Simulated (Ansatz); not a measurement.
# P, hcp: geometry optimisation

Level of theory: Ansatz 0.2.0, DFT, LDA (PW92), plane waves (420 eV) with PAW, scalar-relativistic. The PAW files were generated under PBE, with cores re-solved for the functional.

k-point mesh 13×13×7, Fermi-Dirac smearing 0.1 eV, no spin polarisation. Cell and atoms relax.

Starting structure:

```
CELL_PARAMETERS angstrom
2.78186 0.00000 0.00000
-1.39093 2.40916 0.00000
0.00000 0.00000 4.54277
ATOMIC_POSITIONS crystal
P 0.33333 0.66667 0.25000
P 0.66667 0.33333 0.75000
```

What cell does the relaxation end in?

P6_3/mmc with a = 3.224 Å, c = 3.186 Å (c/a = 0.988); 14.34 Å³ per atom against 15.22 at the start (-5.8 %).

The cell has left the hcp structure type; it ends in P6_3/mmc.

How much energy does the relaxation gain?

438.2 meV per atom.

Path of the relaxation (the plane waves are chosen anew near the end, which can shift the energy a little):

```
step  E − E(final) (meV/atom)  V (Å³/atom)  P (GPa)  max force (eV/Å)
   0                   438.21       15.223    -8.50             0.000
   1                   395.08       13.876    -0.28             0.000
   2                   391.39       13.774     0.49             0.000
   3                   385.03       13.761     0.71             0.000
   4                   355.64       13.763     0.02             0.000
   5                   296.66       13.636     2.05             0.000
   6                   186.76       13.544     3.65             0.000
   7                    83.30       13.449     5.96             0.000
   8                    12.52       13.892     2.75             0.000
   9                    10.84       14.350    -1.09             0.000
  10                    10.16       14.247    -0.14             0.000
  11                     9.82       14.205     0.09             0.000
  12                     9.82       14.218     0.00             0.000
  13                     0.44       14.218     0.78             0.000
  14                     0.04       14.326     0.07             0.000
  15                     0.04       14.335     0.00             0.000
  16                     0.00       14.335     0.01             0.000
```
